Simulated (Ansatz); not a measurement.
Two states of FeRuSO

```
Ru S Fe O
1.0
     3.83407    0.00000    0.00000
     0.00000    3.83407    0.00000
     0.00000    0.00000    8.67252
Ru S Fe O
2 2 2 2
Direct
  0.75000 0.25000 0.50000
  0.25000 0.75000 0.50000
  0.25000 0.25000 0.34420
  0.75000 0.75000 0.65580
  0.25000 0.75000 0.00000
  0.75000 0.25000 0.00000
  0.25000 0.25000 0.92560
  0.75000 0.75000 0.07440
```

The numbers come from plane-wave PAW DFT (Ansatz): PBE, with U_eff = 2.77 eV on Fe d, U_eff = 3.06 eV on Ru d (all-electron-ortho-atomic projectors), 420 eV, 6×6×3 Γ-centred k points, fermi-dirac occupations (width 0.1 eV). Nothing was relaxed.

State A: Fe5 up, Fe6 up (collinear spin). State B: Fe5 up, Fe6 down (collinear spin).

Question: Which state is lower, and how do they differ?

Answer: State B is lower by 39.1 meV an atom at zero smearing.

```csv
state,free energy (meV/atom),largest moment in a small sphere (μB),net moment (μB/cell),gap on mesh (eV),pressure (GPa),largest force (eV/Å)
A,38.8,3.31,7.96,metal,0.7,1.58
B,0.0,3.25,0.00,metal,-0.3,1.63
```

Origin: a known structure type with other elements, at an estimated volume, so it need not be a known compound. Caveats: another magnetic order, which this cell may not hold, can open a gap; atoms or cell far from equilibrium.
